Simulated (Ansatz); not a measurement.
PtSe₂:
```
PtSe2
1.0
    0.00000     3.14478     3.14478
    3.14478     0.00000     3.14478
    3.14478     3.14478     0.00000
Pt Se
1 2
Direct
  0.00000   0.00000   0.00000
  0.25000   0.25000   0.25000
  0.75000   0.75000   0.75000
```

Relaxed with PBE. Special points in fractions of this cell's reciprocal vectors: Γ (0.000, 0.000, 0.000); X (0.500, 0.000, 0.500); U (0.625, 0.250, 0.625); K (0.375, 0.375, 0.750); L (0.500, 0.500, 0.500); W (0.500, 0.250, 0.750).

List the band energies nearest the Fermi level at these points for PBE (plane waves, PAW; program Ansatz).

In eV from the Fermi level; about four levels below and three above (degenerate sets whole), none deeper than 8.9 eV; points with the same levels are listed once.

```csv
k,below,above
Γ,-3.90 -3.90 -1.37 -1.37 -1.37,0.02 0.02 0.02
X,-4.65 -4.65 -3.84 -3.57 -2.72,0.38 1.21 1.21
U,-3.52 -3.33 -2.22 -0.85,0.64 0.81 2.43
L,-3.77 -3.77 -3.77 -2.56,0.14 0.14 4.26
W,-3.63 -3.00 -1.59 -1.59,0.02 1.63 2.70
```

Space group Fm-3m (fluorite or antifluorite type). A made-up cell: these elements were put on the sites of a structure type; neither database checked (COD, Materials Project) lists it. COD files the formula under space group No. 164, so this cell is another polymorph or a model. Its standing as an ambient phase is unchecked. The PBE relaxation kept the symmetry of its start; its stability against distortions is not shown here. The run is not spin-polarised. Scalar-relativistic: spin–orbit coupling is off unless named, which matters more the heavier the elements.

Potentials: the later of the program's two PAW sets.
